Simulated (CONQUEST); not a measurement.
CONQUEST run on SiC (F-43m, 8 atoms in the cell; from Materials Project mp-8062): self-consistent single point.

Level of theory: CONQUEST 1.3 with PBE, numerical atomic orbitals double-zeta with polarisation (the shipped basis), PseudoDojo norm-conserving potentials made for PBE.

```xyz
8
Lattice="4.3540 0.0000 0.0000 0.0000 4.3540 0.0000 0.0000 0.0000 4.3540" Properties=species:S:1:pos:R:3 pbc="T T T"
Si     1.0885     1.0885     3.2655
Si     1.0885     3.2655     1.0885
Si     3.2655     1.0885     1.0885
Si     3.2655     3.2655     3.2655
C      0.0000     0.0000     0.0000
C      0.0000     2.1770     2.1770
C      2.1770     0.0000     2.1770
C      2.1770     2.1770     0.0000
```

Reference input (self-consistent single point, DFT, PBE, numerical atomic orbitals double-zeta with polarisation (the shipped basis), PseudoDojo norm-conserving potentials made for PBE): basis = DZP; Diag.MPMeshX, Y, Z = 4 4 4; potentials = PseudoDojo norm-conserving PBE; Grid.GridCutoff = 140 Ha; DM.SolutionMethod = diagon; Diag.kT = 0.000367 Ha; Diag.GammaCentred = true; minE.SCTolerance = 1.0e-06; SC.MaxIters = 100; SC.LinearMixingFactor = 0.5; AtomMove.TypeOfRun = static. This run's input differs from it in these lines:

```diff
@@ -17,5 +17,5 @@
 Diag.MPMesh                    T
-Diag.MPMeshX                   4
-Diag.MPMeshY                   4
-Diag.MPMeshZ                   4
+Diag.MPMeshX                   3
+Diag.MPMeshY                   3
+Diag.MPMeshZ                   3
 Diag.GammaCentred              T
```

The program printed (abridged):

```
    new_SC_potl: Starting.  Tolerance:  0.10000E-05

    PulayMixSC: Starting Pulay mixing, A_up =  0.500 A_dn =  0.500
    PulayMixSC: Spin non-polarised calculation.
          Harris-Foulkes Energy            :       -41.272681218749163 Ha
          (TS=0 as O(N) or entropic contribution is negligible)
          DFT Total Energy                 :       -40.698291591395098 Ha
          Total number of electrons        :        32.000000000000227
    PulayMixSC: Pulay iteration     1 residual:              0.11197E-01
          Harris-Foulkes Energy            :       -41.033259554077745 Ha
   [... lines left out ...]
          (TS=0 as O(N) or entropic contribution is negligible)
          DFT Total Energy                 :       -41.024336125207107 Ha
          Total number of electrons        :        32.000039859402186
    PulayMixSC: Pulay iteration     6 residual:              0.15124E-05
          Harris-Foulkes Energy            :       -41.024336128375907 Ha
          (TS=0 as O(N) or entropic contribution is negligible)
          DFT Total Energy                 :       -41.024336128116360 Ha
          Total number of electrons        :        32.000039847805844
    PulayMixSC: Pulay iteration     7 residual:              0.38129E-06
    PulayMixSC: Reached SCF tolerance of  0.38129E-06 after      7 iterations
      | Number of electrons      =        32.000040
      |* band energy as 2Tr[K.H] =       -15.327753936807769 Ha
      |  screened ion-ion energy =       -25.356996916720931 Ha
      |  Ha correction           =        -1.555975905312331 Ha
      |  XC correction           =         1.216405805637532 Ha
      |* Harris-Foulkes energy   =       -41.024336128375907 Ha
      |* DFT total energy        =       -41.024336128116360 Ha
      |  estimated accuracy      =        -0.000000000259547 Ha

    force: Forces on atoms (Ha/a0)
    force:  Atom   X              Y              Z
    force:     1   0.0000000001   0.0000000001  -0.0000000001
    force:     2   0.0000000001  -0.0000000001   0.0000000001
   [... lines left out ...]
    force:     8  -0.0000000003  -0.0000000003   0.0000000000

    force: Maximum force :        0.00000000(Ha/a0) on atom         7 in z direction
    force: Force Residual:        0.00000000 Ha/a0
    force: Total stress:         -6.45466361    -6.45466361    -6.45466361 GPa
    force: Average pressure:      6.45466361 GPa

    force: Finished force
    get_E_and_F: Change in energy during last step of electronic optimisation:  0.29169E-08
```

The run converged in 7 iterations. CONQUEST prints the stress tensor with tension positive. Against the reference run the free energy goes up by 5.4 meV/atom and the pressure hardly changes (6.46 to 6.45 GPa).

The program uses no crystal symmetry, so grid and mesh can part values that symmetry would make equal. The atom-centred basis is finite, which shifts total energies and pressures against plane waves. This run is one point of a test of settings, so its values need not be converged; read them against the reference run alone. The structure comes from a collection of computed structures, made at another level of theory; the collection holds predicted forms beside known ones.

Cost on one core: around 70 core-seconds (rough).
